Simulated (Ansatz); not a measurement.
SnSe (zinc blende, F-43m) at seven volumes, PBE (plane waves, PAW; program Ansatz), scaled uniformly. One row is withheld.

```
V (Å³/atom)  P (GPa)
-----------  -------
35.457          3.37
36.626          2.10
37.794          0.98
38.963          0.00
40.132         -0.87
41.301         -1.61
42.470             ?
```

Question: Fit the shown pressures and predict the withheld one.

Answer: P = (3/2)B₀(x^(7/2) − x^(5/2))[1 + (3/4)(B′ − 4)(x − 1)] with x = (V₀/V)^(2/3). Least squares on the six rows gives V₀ = 38.962 Å³/atom, B₀ = 30.6 GPa, B′ = 3.36. At V = 42.470, x = 0.9441 and P = -2.28 GPa. The run itself gave -2.25 GPa.

The start of the workflow was typed in or built on a structure type; neither database checked (COD, Materials Project) lists it. It is not the phase usual at ambient conditions (space group No. 62). The cell was relaxed with PBE under the symmetry of its start; its stability against distortions is not shown here. The volume moved by 17 % from the start of the relaxation. Scalar-relativistic: spin–orbit coupling is off unless named, which matters more the heavier the elements.

Potentials: the later of the program's two PAW sets.
